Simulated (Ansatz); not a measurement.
Li2O2:
```xyz
8
Lattice="3.1121 0.0000 0.0000 -1.5561 2.6952 0.0000 0.0000 0.0000 7.5944" Properties=species:S:1:pos:R:3 pbc="T T T"
Li     0.0000     0.0000     0.0000
Li     0.0000     0.0000     3.7972
Li     0.0000     1.7968     1.8986
Li     1.5561     0.8984     5.6958
O      0.0000     1.7968     4.9317
O      1.5561     0.8984     2.6627
O      1.5561     0.8984     1.1345
O      0.0000     1.7968     6.4599
```

Relaxed with r²SCAN.

Q: Give the Bader charges and basin volumes of the independent atoms, plane-wave PAW r²SCAN (Ansatz code).

A: 

| atom | Bader charge (e) | Bader volume (Å³) |
|---|---|---|
| Li1 | +0.90 | 3.0 |
| Li3 | +0.89 | 2.6 |
| O5 | -0.89 | 13.1 |

Space group P6_3/mmc. The workflow started from a Materials Project entry (that database holds measured and hypothetical structures alike); the Crystallography Open Database files this formula in space group No. 194, but the cells were not matched. Its standing as an ambient phase is unchecked. Symmetry was held in the r²SCAN relaxation; its stability against distortions is not shown here.

Potentials: the later of the program's two PAW sets.
